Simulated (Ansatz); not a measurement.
A short bond in SrGaGe

```
Sr Ga Ge
1.0
     4.26941    0.00000    0.00000
    -2.13470    3.69741    0.00000
     0.00000    0.00000    4.71169
Sr Ga Ge
1 1 1
Direct
  0.00000 0.00000 0.00000
  0.33333 0.66667 0.50000
  0.66667 0.33333 0.50000
```

The cell is Materials Project entry mp-1218272, used as a structure alone.

Its shortest bond, of 2.465 Å between atom 2 (Ga) and the nearest image of atom 3 (Ge), is scaled by moving both atoms along it, with the cell held and the other atoms too. The force apart is half the difference of the two atoms' forces along the bond; it holds the pull and push of their other neighbours too.

Computed with Ansatz 0.2.0; functional PBEsol, scalar-relativistic. Settings: a Γ-centred 8×8×7 k mesh, Fermi–Dirac smearing of 0.05 eV, no spin polarisation. Methods: LAPW: all electrons, basis error target 1 meV/atom; PAW: frozen-core files, cutoff 420 eV.

Energies are extrapolated to zero smearing and count from the unscaled cell; pressure is positive in compression; gaps take the mesh and a band path. No temperature or zero-point motion is included.

The PAW files were made under PBE.

```tsv
bond (Å)	force apart (eV/Å)	P LAPW (GPa)	ΔE LAPW (eV/atom)	P PAW − LAPW (GPa)	ΔE PAW − LAPW (meV/atom)	force PAW − LAPW (eV/Å)
2.465	0.00	-1.03	0.000	-0.01	0.0	0.000
2.169	3.67	1.64	0.159	0.00	0.2	0.009
2.021	6.98	5.78	0.415	0.03	1.1	0.027
1.873	?	12.76	?	-0.04	1.7	-0.021
```

Problem. Fill in "force apart (eV/Å)" for the row "1.873".

Solution. 12.40.

Problem. Fill in "ΔE LAPW (eV/atom)" for the row "1.873".

Solution. 0.882.
